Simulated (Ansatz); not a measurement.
A relaxed cell of Si₂C is given with its symmetry left out. The cell was found from a structure generator's guess, not taken from experiment.

Method: Ansatz, DFT PBE, scalar-relativistic, plane waves, PAW. Cutoff 420 eV, Γ-centred mesh, Gaussian smearing, no spin polarisation.

```yaml
crystal:
  lattice:
    - [-1.94940, 3.54121, 4.36498]
    - [1.94940, -3.54121, 4.36498]
    - [1.94940, 3.54121, -4.36498]
  atoms:
    - { symbol: Si, position: [0.87960, 0.21018, 0.66942] }
    - { symbol: Si, position: [0.45924, 0.78982, 0.66942] }
    - { symbol: Si, position: [0.54076, 0.21018, 0.33058] }
    - { symbol: Si, position: [0.12040, 0.78982, 0.33058] }
    - { symbol: C, position: [0.40237, 0.00000, 0.40237] }
    - { symbol: C, position: [0.59763, 0.00000, 0.59763] }
```

Energies over the elements count from the elements' standard structures at the same level, with no fitted energy shifts.

(1) What space group does it have?

(2) How far does it lie from the elements in energy?

(3) Is it a metal?

(4) From what recipe could a structure generator have reached it?

## Answers

(1) Immm (No. 71). Conventional cell: a = 3.899 Å, b = 7.082 Å, c = 8.730 Å. Si is surrounded by 1 C at 1.90 Å and 3 Si at 2.36–2.40 Å; C has 1 C at 1.38 Å and 2 Si at 1.90 Å.

(2) +0.459 eV/atom. The separate elements lie lower, so it is unstable against them.

(3) No, the gap on the 8×8×8 mesh is 1.05 eV.

(4) One such recipe: 3-, 4-connected net, elements by coordination (Immm, No. 71). Other recipes can lead to the same cell.

The last run used an 8×8×8 mesh for its 6-atom cell and Gaussian smearing of 0.02 eV. Kohn–Sham gaps at this level usually fall short of measured ones. The reference form of C is held partly by dispersion forces, which this level lacks. A later test with randomly moved atoms came back to the same energy, though modes that don't fit the test's cell weren't probed.
